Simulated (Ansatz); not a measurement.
HfSiO$_{4}$:
```xyz
12
Lattice="-3.2614 3.2614 2.9609 3.2614 -3.2614 2.9609 3.2614 3.2614 -2.9609" Properties=species:S:1:pos:R:3 pbc="T T T"
Hf     0.0000     3.2614     1.4805
Hf     0.0000     0.0000     0.0000
Si     3.2614     0.0000     1.4805
Si     0.0000     0.0000     2.9609
O      3.2614     2.0544    -1.0773
O      4.4685     0.0000     0.4032
O      0.0000     1.2070     1.8837
O      2.0544     0.0000     0.4032
O      3.2614     1.2070     2.5577
O      1.2070     0.0000     4.0382
O      3.2614    -1.2070     2.5577
O      2.0544     3.2614     1.0773
```

Relaxed with LDA. Special points in fractions of this cell's reciprocal vectors: Γ (0.000, 0.000, 0.000); X (0.000, 0.000, 0.500); M (-0.500, 0.500, 0.500); Z (0.456, 0.456, -0.456); Z0 (-0.456, 0.544, 0.456); P (0.250, 0.250, 0.250); N (0.000, 0.500, 0.000).

Q: List the band energies nearest the valence-band maximum at these points for LDA (plane waves, PAW; program Ansatz).

A: In eV from the valence-band maximum; about four levels below and three above (degenerate sets whole), none deeper than 8.9 eV; points with the same levels are listed once.

```tsv
k	below	above
Γ	-0.56 -0.54 -0.54 0.00	5.85 6.17 6.20
X	-0.94 -0.94 -0.62 -0.62	5.42 5.42 6.63 6.63
M	-1.11 -1.11 -0.85 -0.85	6.38 6.38 6.75 6.75
Z	-1.03 -1.03 -0.81 -0.81	6.28 6.46 6.64
P	-1.15 -1.15 -0.51 -0.51	5.44 5.44 6.92 6.92
N	-0.96 -0.85 -0.27 -0.17	5.72 5.89 6.72
```

Space group I4_1/amd. The cell was relaxed with LDA under the symmetry of its start. No spin polarisation was allowed. Spin–orbit coupling is left out wherever it is not named.

Potentials: the later of the program's two PAW sets.
